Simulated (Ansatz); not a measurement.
TaF3:
```
TaF3
1.0
    4.12406     0.00000     0.00000
    0.00000     4.12406     0.00000
    0.00000     0.00000     4.12406
Ta F
1 3
Direct
  0.00000   0.00000   0.00000
  0.50000   0.00000   0.00000
  0.00000   0.50000   0.00000
  0.00000   0.00000   0.50000
```

Relaxed with PBE. Special points in fractions of this cell's reciprocal vectors: Γ (0.000, 0.000, 0.000); X (0.000, 0.500, 0.000); M (0.500, 0.500, 0.000); R (0.500, 0.500, 0.500).

Problem. List the band energies nearest the Fermi level at these points for plane-wave PAW PBE (Ansatz code).

Solution. In eV from the Fermi level; about four levels below and three above (degenerate sets whole), none deeper than 8.9 eV; points with the same levels are listed once.

```json
[
 {"k": "Γ", "below": "-0.89 -0.89 -0.89 -0.11", "above": "1.83 1.83 7.46"},
 {"k": "X", "below": "-8.16 -8.09 -8.09 -0.83", "above": "0.28 0.28 1.76"},
 {"k": "M", "below": "-8.65 -8.65 -8.36 -8.36 -7.56", "above": "0.35 0.35 1.16"},
 {"k": "R", "below": "-7.56 -7.56 -7.56", "above": "1.31 1.31 1.31"}
]
```

Space group Pm-3m (ReO3 type). The workflow started from an entry of the Crystallography Open Database (COD). Its standing as an ambient phase is unchecked. The PBE relaxation kept the symmetry of its start; whether a distortion lowers the energy is not shown. No spin polarisation was allowed. The volume moved by 18 % from the start of the relaxation. Scalar-relativistic: spin–orbit coupling is off unless named, which matters more the heavier the elements.

Potentials: the later of the program's two PAW sets.
